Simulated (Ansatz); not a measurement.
LiH (rock salt)

```xyz
2
Lattice="0.0000 2.0036 2.0036 2.0036 0.0000 2.0036 2.0036 2.0036 0.0000" Properties=species:S:1:pos:R:3 pbc="T T T"
H      0.0000     0.0000     0.0000
Li     2.0036     2.0036     2.0036
```

E(V) scan at fixed shape, V₀ the volume above. Symmetry pins the atoms to their sites.

Level of theory: PBE (plane waves to 420 eV, PAW, scalar-relativistic; Ansatz, a program for electronic structure). k mesh 14×14×14 (Γ-centred), Fermi-Dirac smearing 0.05 eV. E stands for the smeared free energy. LiH was relaxed with its symmetry unable to fall. ΔE is measured from the relaxed starting cell.

```
V (Å³/atom)  ΔE (meV/atom)
-----------  -------------
7.560                  3.6
7.657                  2.2
7.753                  1.2
7.850                  0.5
7.946                  0.1
8.043                  0.0
8.139                  0.1
8.236                  0.5
8.332                  1.1
8.429                  2.0
8.525                  3.0
```

**Question.** What bulk modulus B₀ follows from a third-order Birch-Murnaghan fit?

**Answer.** 36.3 GPa.

**Question.** What is the fitted pressure derivative B₀′?

**Answer.** 3.3.

(Under strain, the slope of the energy per volume gives the stress and its curvature an elastic modulus.)
